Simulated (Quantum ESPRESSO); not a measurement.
## AlGaMgS4 (a curve over one atom's position)

Simulated, not a measurement. The program is pw.x of Quantum ESPRESSO 7.5 (plane-wave density functional theory). The cell is made up: 7 atoms on a zincblende/diamond lattice with one site empty, with randomly drawn elements, strain and displacements, not relaxed. PseudoDojo standard norm-conserving files (v0.5 for PBE, v0.4.1 for LDA and PBEsol) set the functional; there is no spin polarisation, spin-orbit coupling or dispersion term, and the masses in the input are unused placeholders.

Seven runs move atom 3 (Mg, counted in the order of the input) along y and keep all else fixed.

Input of the run at +0.0054:

```
&control calculation='scf', pseudo_dir='./dojo.nc.sr.pbe.v0_5.standard.upf', outdir='./o', disk_io='medium', tprnfor=.true., tstress=.true. /
&system ibrav=0, nat=7, ntyp=4, nbnd=31, ecutwfc=84.00895049, nosym=.true., tot_charge=0,
 occupations='smearing', smearing='fd', degauss=0.0018374661
/
&electrons conv_thr=7.350e-09, electron_maxstep=60, /
ATOMIC_SPECIES
Al 1.0 Al.upf
Ga 1.0 Ga.upf
Mg 1.0 Mg.upf
S 1.0 S.upf
CELL_PARAMETERS angstrom
5.5128 0.0 0.0
0.0 5.5128 0.0
0.0 0.0 5.5128
ATOMIC_POSITIONS angstrom
Al -0.0714 0.046 -0.0822
Ga 0.0608 2.8278 2.8636
Mg 2.7269 2.6816 -0.0298
S 1.3198 1.3859 1.2898
S 1.3981 4.1321 3.9727
S 4.0917 1.3523 4.1193
S 4.2073 4.0257 1.3672
K_POINTS automatic
4 4 4 1 1 1
```

| shift of atom 3 along y (Å) | free energy less that of the input shown (eV) | Fx on atom 3 (eV/Å) | Fy on atom 3 (eV/Å) | Fz on atom 3 (eV/Å) | pressure (GPa) | next band up at Gamma (eV) | iterations |
| --- | --- | --- | --- | --- | --- | --- | --- |
| -0.0940 | 0.1105 | 0.095 | 1.506 | 0.124 | -1.82 | 1.629 | 9 |
| -0.0730 | 0.0806 | 0.081 | 1.337 | 0.122 | -1.89 | 1.634 | 9 |
| +0.0054 | 0.0000 | 0.031 | 0.714 | 0.120 | -2.11 | 1.645 | 9 |
| +0.0337 | -0.0170 | 0.011 | 0.490 | 0.119 | -2.17 | 1.646 | 9 |
| +0.0554 | -0.0258 | -0.002 | 0.321 | 0.119 | -2.21 | 1.646 | 9 |
| +0.0712 | -0.0299 | -0.012 | 0.194 | 0.121 | -2.23 | 1.646 | 9 |
| +0.1046 | -0.0318 | -0.035 | -0.073 | 0.121 | -2.27 | 1.643 | 9 |

A cubic fit gives dFy/dy = -7.88 eV/Å² at zero shift. Across the table the free energy follows the integral of the force to within 0.4 meV. A rerun of one of the cells at 1437 eV and a 6 x 6 x 6 mesh moved values by no more than 0.002 eV in energy, 0.02 GPa in stress and 0.002 eV/Å in force. The band column is the level of band 26 at Gamma less that of band 25, whose number is half the electron count, rounded up; it comes from a band step after each run.